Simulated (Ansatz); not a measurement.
## A plane-wave run on KMgH3

input.yaml (Ansatz 0.2.0)

```yaml
crystal:
  lattice:
    - [4.01557217, 0.0, 0.0]
    - [0.0, 4.01557217, 0.0]
    - [0.0, 0.0, 4.01557217]
  atoms:
    - { symbol: H, position: [0.0, 0.5, 0.5] }
    - { symbol: H, position: [0.5, 0.0, 0.5] }
    - { symbol: H, position: [0.5, 0.5, 0.0] }
    - { symbol: Mg, position: [0.5, 0.5, 0.5] }
    - { symbol: K, position: [0.0, 0.0, 0.0] }
  symmetry: { tolerance: 0.0003 }
kpoints:
  mp_grid: { grid: [6, 6, 6], shift: [0, 0, 0] }
  band_path:
    path:
      - [0.0, 0.0, 0.0]
      - [0.0, 0.5, 0.0]
      - [0.5, 0.5, 0.0]
      - [0.0, 0.0, 0.0]
      - [0.5, 0.5, 0.5]
      - [0.0, 0.5, 0.0]
      - [0.5, 0.5, 0.5]
      - [0.5, 0.5, 0.0]
    npoints: 8
magnetization:
  spin_polarized: false
scf:
  occupations: { method: fermi_dirac }
  lower_state_search: "off"
  max_iter: 200
hamiltonian:
  pseudopotentials: { kind: paw }
  xc: r2scan
basis:
  ecutwfc: 500
  fft_grid_basis: typed
output:
  forces: true
  stress: true
  eigenvalues: true
  bader: true
  populations: true
  elf: true
  write_potential: true
  volumetric_format: npy
  dos:
    e_range: [-12, 8]
    de: 0.05
    projected: { site_lists: { H: [H], K: [K], Mg: [Mg] } }
checkpoint:
  read: saved_state
```

The saved state is an earlier solution for the same cell, perhaps on another mesh. 

Excerpt of what it printed:

```
SCF iter   1: F=-3518.5169 eV  Δρ=6.21e-4  dr2=5.47e-5  dr2_τ=1.20e-4
SCF iter   2: F=-3518.5170 eV  Δρ=3.28e-4  dr2=1.22e-5  dr2_τ=1.94e-5
SCF iter   3: F=-3518.5170 eV  Δρ=8.21e-5  dr2=1.16e-6  dr2_τ=1.12e-6
SCF iter   4: F=-3518.5170 eV  Δρ=8.22e-6  dr2=3.48e-8  dr2_τ=6.32e-9
Free energy (F): -3518.5170 eV
Harris-Foulkes:  -3518.5170 eV  (|F-HF|=3.08e-8)
Internal energy: -3518.5170 eV  (E = F + TS)
E sigma→0 (E₀):  -3518.5170 eV
Entropy (-TS):    0.0000 eV (-0.000 meV/atom)
Fermi energy:    4.4309 eV
--- Per-component energies (eV) ---
  E_band       = -494.9044
  E_kinetic    = 371.5538
  E_local      = -2259.5921  (includes V_loc(G=0)·N_el)
  E_nonlocal   = 112.2877
  E_hartree    = 800.4471
  E_xc         = -189.4399
  E_vxc        = -264.4323  (∫ρ·V_xc dr)
  E_paw        = -1085.7037  (= ΣΔE_a)
  E_vpaw       = -70.5811  (= ΣTr[D̂ρ^β])
  E_aug_tail   = -0.0013  (compensation charges beyond the density's cutoff)
  E_vtau       = 14.9643  (kinetic-family band-sum trace: ∫τ·v_τ [+ j·A + Jᵃ·Aᵃ] dr)
  E_ewald      = -1267.8461
  E_core_change = -0.2224  (= ΣΔE_core)
  E_smearing   =  0.0000  (= −TS)
--- Stress (GPa, compression-positive) ---
       -0.6468       0.0000       0.0000
        0.0000      -0.6468       0.0000
        0.0000       0.0000      -0.6468
  P = ⅓ Tr σ = -0.6468 GPa (-6.468 kbar)
--- Löwdin populations: 5 sites ---
  site symbol       q [e]
     0      H      1.6721
     1      H      1.6721
     2      H      1.6721
     3     Mg      8.5404
     4      K      8.3178
  spilling = 0.0057 (of n_electrons = 22.0000)
```

Origin: a database entry at a rescaled volume.
